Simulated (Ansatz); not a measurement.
Consider the following.

CdS:
```
CELL_PARAMETERS angstrom
      0.00000     2.94304     2.94304
      2.94304     0.00000     2.94304
      2.94304     2.94304     0.00000
ATOMIC_POSITIONS crystal
  S  0.75000 0.75000 0.75000
  Cd 0.00000 0.00000 0.00000
```

This is the HSE06-relaxed structure.

**Question.** All from plane-wave PAW HSE06 (Ansatz code), unless another level is named. Predict the band gap.

**Answer.** 2.10 eV (direct).

**Question.** Next, the valence-band maximum?

**Answer.** at Γ.

Space group F-43m (zinc blende). The cell was relaxed with HSE06 under the symmetry of its start. The hybrid was solved on a coarse mesh, the path and, where they were found, the r²SCAN edge points; its band edges are the extreme levels among these. Scalar-relativistic: spin–orbit coupling is off unless named, which matters more the heavier the elements.

Potentials: the later of the program's two PAW sets.
